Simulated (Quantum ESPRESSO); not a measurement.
```cif
data_KLuS2
_chemical_formula_sum 'S2 K1 Lu1'
_space_group_name_H-M_alt 'P 1'
_space_group_IT_number 1
_cell_length_a 7.57791
_cell_length_b 7.57791
_cell_length_c 7.57791
_cell_angle_alpha 29.882
_cell_angle_beta 29.882
_cell_angle_gamma 29.882
loop_
_space_group_symop_operation_xyz
  'x, y, z'
loop_
_atom_site_label
_atom_site_type_symbol
_atom_site_fract_x
_atom_site_fract_y
_atom_site_fract_z
_atom_site_occupancy
S1 S 0.76660 0.76660 0.76660 1
S2 S 0.23340 0.23340 0.23340 1
K1 K 0.00000 0.00000 0.00000 1
Lu1 Lu 0.50000 0.50000 0.50000 1
```

Cell and atoms were relaxed with PBEsol from Materials Project entry mp-1007636, within its symmetry.

What does PBEsol (pw.x of Quantum ESPRESSO, ONCV potentials, without SOC) give for the electronic structure near the Fermi level?

The PBEsol gap is indirect, 2.10 eV, from Γ to F; the smallest direct gap is 2.97 eV. The 4f states are in the valence at their DFT position.
